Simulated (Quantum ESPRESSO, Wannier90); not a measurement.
**GaN (zinc blende): Wannier90 run**

```
begin unit_cell_cart
ang
    0.0000000000    2.2535000000    2.2535000000
    2.2535000000    0.0000000000    2.2535000000
    2.2535000000    2.2535000000    0.0000000000
end unit_cell_cart
begin atoms_frac
Ga   0.0000000000  0.0000000000  0.0000000000
N    0.2500000000  0.2500000000  0.2500000000
end atoms_frac
```

Cell from Materials Project (mp-830), symmetrised, no further relaxation. Not found in the COD (Crystallography Open Database) copy used, which has the formula in other groups; not checked further. Method: LDA plane waves in Quantum ESPRESSO 7.5 (PseudoDojo norm-conserving files, 68 Ry, no spin polarisation, no spin-orbit coupling), Bloch states on a 10×10×10 mesh through Γ, Wannier90 4.0.1. Density: 12×12×12 mesh, cold smearing 0.01 Ry.

Band 1 is isolated and gives one Wannier function a cell (Ga1 3d 44 %, N2 2s 37 %, Ga1 4p 13 %; spread 2.09 Å²). Its on-site energy is ε = -14.985 eV relative to the valence-band maximum, and its hoppings t(R) = t(−R) to the nearer images are (images within this range that aren't listed have |t| under 5 meV):

```json
[
 {"R (lattice vectors; −R alike)": "0 0 1", "distance (Å)": "3.19", "t (eV)": "-0.048"},
 {"R (lattice vectors; −R alike)": "0 1 -1", "distance (Å)": "3.19", "t (eV)": "-0.048"},
 {"R (lattice vectors; −R alike)": "0 1 0", "distance (Å)": "3.19", "t (eV)": "-0.048"},
 {"R (lattice vectors; −R alike)": "1 -1 0", "distance (Å)": "3.19", "t (eV)": "-0.048"},
 {"R (lattice vectors; −R alike)": "1 0 -1", "distance (Å)": "3.19", "t (eV)": "-0.048"},
 {"R (lattice vectors; −R alike)": "1 0 0", "distance (Å)": "3.19", "t (eV)": "-0.048"},
 {"R (lattice vectors; −R alike)": "1 -1 -1", "distance (Å)": "4.51", "t (eV)": "-0.009"},
 {"R (lattice vectors; −R alike)": "1 -1 1", "distance (Å)": "4.51", "t (eV)": "-0.009"},
 {"R (lattice vectors; −R alike)": "1 1 -1", "distance (Å)": "4.51", "t (eV)": "-0.009"},
 {"R (lattice vectors; −R alike)": "0 1 -2", "distance (Å)": "5.52", "t (eV)": "-0.006"},
 {"R (lattice vectors; −R alike)": "0 1 1", "distance (Å)": "5.52", "t (eV)": "-0.006"},
 {"R (lattice vectors; −R alike)": "0 2 -1", "distance (Å)": "5.52", "t (eV)": "-0.006"},
 {"R (lattice vectors; −R alike)": "1 -2 0", "distance (Å)": "5.52", "t (eV)": "-0.006"},
 {"R (lattice vectors; −R alike)": "1 -2 1", "distance (Å)": "5.52", "t (eV)": "-0.006"},
 {"R (lattice vectors; −R alike)": "1 0 -2", "distance (Å)": "5.52", "t (eV)": "-0.006"},
 {"R (lattice vectors; −R alike)": "1 0 1", "distance (Å)": "5.52", "t (eV)": "-0.006"},
 {"R (lattice vectors; −R alike)": "1 1 -2", "distance (Å)": "5.52", "t (eV)": "-0.006"},
 {"R (lattice vectors; −R alike)": "1 1 0", "distance (Å)": "5.52", "t (eV)": "-0.006"},
 {"R (lattice vectors; −R alike)": "2 -1 -1", "distance (Å)": "5.52", "t (eV)": "-0.006"},
 {"R (lattice vectors; −R alike)": "2 -1 0", "distance (Å)": "5.52", "t (eV)": "-0.006"},
 {"R (lattice vectors; −R alike)": "2 0 -1", "distance (Å)": "5.52", "t (eV)": "-0.006"}
]
```

Problem. Work out the band energy at Γ, X, U, K from these numbers.

Solution. For one orbital E(k) = ε + Σ_R 2 t(R) cos(2π k·R), the sum over the listed R.
- Γ, k = (0.000, 0.000, 0.000): E = -14.985 + (-0.048)·(12.00) + (-0.009)·(6.00) + (-0.006)·(24.00) = -15.76 eV; pw.x: -15.79 eV
- X, k = (-0.500, -0.500, 0.000): E = -14.985 + (-0.048)·(-4.00) + (-0.009)·(6.00) + (-0.006)·(-8.00) = -14.80 eV; pw.x: -14.85 eV
- U, k = (-0.375, -0.375, 0.250): E = -14.985 + (-0.048)·(-3.66) + (-0.009)·(2.00) + (-0.006)·(4.00) = -14.85 eV; pw.x: -14.85 eV
- K, k = (-0.375, 0.000, 0.375): E = -14.985 + (-0.048)·(-3.66) + (-0.009)·(2.00) + (-0.006)·(4.00) = -14.85 eV; pw.x: -14.85 eV

At these points the listed shells miss the plane-wave band by up to 0.05 eV, of a width of 0.95 eV on the path. With all its hoppings the model misses the band by 0.8 meV at worst on the whole path, so most of the miss comes from the hoppings not listed.
